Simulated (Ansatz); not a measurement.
Ge (diamond)

```
CELL_PARAMETERS angstrom
      0.00000     5.67269     5.67269
      2.83635     0.00000     2.83635
      2.83635     2.83635     0.00000
ATOMIC_POSITIONS crystal
  Ge 0.25000 0.50000 0.50000
  Ge 0.75000 0.50000 0.50000
  Ge 0.37500 0.75000 0.75000
  Ge 0.87500 0.75000 0.75000
```

A phonon eigenvector at L = (0.5, 0.0, 0.0) is frozen into this cell: atom i moves by Q times the vector below, so Q is the largest atomic displacement, in Å. The cell is held. It is one choice among 2 degenerate patterns. (q is in reciprocal vectors of the primitive cell; the cell shown is doubled to hold the pattern.)

```
atom       x       y       z
----  ------  ------  ------
Ge1    0.285  -0.520   0.805
Ge2   -0.285   0.520  -0.805
Ge3   -0.285   0.520  -0.805
Ge4    0.285  -0.520   0.805
```

These are r2SCAN (plane waves to 500 eV, PAW, scalar-relativistic; Ansatz, a first-principles code) values and carry that method's errors. k mesh 5×10×10 (Γ-centred), Fermi-Dirac smearing 0.05 eV. Energies are smeared free energies. As the smearing reaches across the gap at some points, energies and forces of such displacements shift with the k mesh and the smearing. Ge was relaxed with its symmetry unable to fall. The PAW data are Ansatz's earlier set. The zero of ΔE is the undisplaced structure. The last digit holds for this mesh only.

| Q (Å) | ΔE (meV/cell) |
|---|---|
| -0.180 | withheld |
| -0.150 | 964.8 |
| -0.120 | 616.5 |
| -0.090 | 346.1 |
| -0.060 | 153.5 |
| -0.030 | 38.3 |
| 0.000 | 0.0 |
| 0.030 | 38.3 |
| 0.060 | 153.5 |
| 0.090 | 346.1 |
| 0.120 | 616.5 |
| 0.150 | 964.8 |
| 0.180 | withheld |

### Question
Fit an even polynomial form (powers 2, 4) to the given rows and predict ΔE at Q = 0.180.

### Answer
Least squares on the 11 given rows: ΔE = (42650)·Q² + (10220)·Q⁴, in meV/cell with Q in Å; root-mean-square residual 0.13 meV/cell. At 0.180 the fit gives 1392.6 meV/cell; the calculation gives 1392.5 meV/cell, so the extrapolation is off by 0.1 (+0.0 %). The quadratic term alone would give 1381.9 meV/cell.

(A displaced cell: forces are minus the slopes of the energy, force constants its curvatures, and phonons follow from these.)
